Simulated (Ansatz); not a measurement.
The calculation used Ansatz, DFT PBE, scalar-relativistic, plane waves, PAW. All cells share a 420 eV cutoff and Γ-centred k meshes spaced at most about 0.3 Å⁻¹ (about 0.25 or finer for metals, 2π included). Collinear spin in cells that started with moments and kept them past the coarse steps, no spin elsewhere.

These are static total energies at zero pressure.

Compare these two cells of Mn3P2, each relaxed at this level.

A. (site moments Mn 3.0 (×2), -3.1 μB)

```yaml
crystal:
  lattice:
    - [4.36505, 0.00000, 0.00000]
    - [0.00000, 4.36505, 0.00000]
    - [0.00000, 0.00000, 4.36505]
  atoms:
    - { symbol: Mn, position: [0.50000, 0.00000, 0.00000] }
    - { symbol: Mn, position: [0.00000, 0.50000, 0.00000] }
    - { symbol: Mn, position: [0.00000, 0.00000, 0.50000] }
    - { symbol: P, position: [0.00000, 0.00000, 0.00000] }
    - { symbol: P, position: [0.50000, 0.50000, 0.50000] }
```

B. (site moments Mn 2.7 (×3); P -0.1, -0.2 μB)

```yaml
crystal:
  lattice:
    - [4.29590, 0.00000, 0.00000]
    - [0.00000, 4.29590, 0.00000]
    - [0.00000, 0.00000, 4.29590]
  atoms:
    - { symbol: Mn, position: [0.00000, 0.50000, 0.50000] }
    - { symbol: Mn, position: [0.50000, 0.00000, 0.50000] }
    - { symbol: Mn, position: [0.50000, 0.50000, 0.00000] }
    - { symbol: P, position: [0.50000, 0.50000, 0.50000] }
    - { symbol: P, position: [0.00000, 0.00000, 0.00000] }
```

Task: Which magnetic state is lower, and by how much?

Result: A is lower, by 76 meV/atom. The two are one arrangement of atoms in two magnetic states, so this is the energy between those states, with the strain that each brings. A has space group Pm-3m (No. 221), 16.6 Å³/atom and no gap on its mesh; B has space group Pm-3m (No. 221), 15.9 Å³/atom and no gap. The lower one is the more open, so pressure narrows the difference. Even the lower one lies +0.34 eV/atom against the reference forms of the elements (uncorrected), so neither is stable at this level. In A, Mn has 2 P at 2.18 Å, 4 P at 3.09 Å and 8 Mn at 3.09 Å; around P on its first site lie 6 Mn at 2.18 Å; around P on its second site lie 12 Mn at 3.09 Å. In B, Mn has 2 P at 2.15 Å, 4 P at 3.04 Å and 8 Mn at 3.04 Å; P on its first site has 6 Mn at 2.15 Å; P on its second site has 12 Mn at 3.04 Å. Both come from invented guesses. A third cell relaxed alike, in P-6m2, lies 0.71 eV/atom below the lower of the two.

The magnetic state reached may not be the lowest. Cells relaxed within their symmetry can be saddle points.
